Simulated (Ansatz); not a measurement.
Starting cell, Rh (fcc, Cu type):

```
Rh
1.0
    0.00000     3.80000     3.80000
    1.90000     1.90000     3.80000
    1.90000     1.90000     0.00000
Rh
2
Direct
  0.00000   0.00000   0.00000
  0.50000   0.00000   0.00000
```

A phonon eigenvector at X = (0.5, 0.5, 0.0) is frozen into this cell: atom i moves by Q times the vector below, so Q is the largest atomic displacement, in Å. The cell is held. It is one choice among 2 degenerate patterns. (q is in reciprocal vectors of the primitive cell; the cell shown is doubled to hold the pattern.)

```
atom      x       y      z
----  -----  ------  -----
Rh1   0.000   1.000  0.000
Rh2   0.000  -1.000  0.000
```

Method: r2SCAN (plane waves to 500 eV, PAW, scalar-relativistic; Ansatz, a first-principles code). k mesh 21×21×21 (Γ-centred), Fermi-Dirac smearing 0.05 eV. The energy includes the smearing's −TS. Compression counts positive. With partly filled bands, energies and forces of such displacements shift with the k mesh and the smearing. Rh is run without spin polarisation. Rh was relaxed with its symmetry unable to fall. ΔE is measured from the undisplaced structure.

```tsv
Q (Å)	ΔE (eV/cell)	−dE/dQ from forces (eV/Å)	P (GPa)
-0.280	1.044	7.207	22.9
-0.233	0.729	6.257	16.0
-0.187	0.464	5.072	10.3
-0.140	0.258	3.751	5.7
-0.093	0.114	2.456	2.5
-0.047	0.028	1.214	0.6
0.000	0.000	0.000	0.0
0.047	0.028	-1.214	0.6
0.093	0.114	-2.456	2.5
0.140	0.258	-3.751	5.7
0.187	0.464	-5.072	10.3
0.233	0.729	-6.257	16.0
0.280	1.044	-7.207	22.9
```

Summary:

The energy at Q = 0.280 Å comes out as 1044 meV/cell. Space group of the distorted cell: Cmcm (No. 63), lowered from Fm-3m. Symmetry of the curve: even: the same for both signs. Shape of the curve: a single well with its minimum at or next to zero displacement. Harmonic wavenumber from the curvature (finite differences): 185 cm⁻¹. Wavenumber by perturbation theory (DFPT, on another k mesh): 184 cm⁻¹.

(A displaced cell: forces are minus the slopes of the energy, force constants its curvatures, and phonons follow from these.)
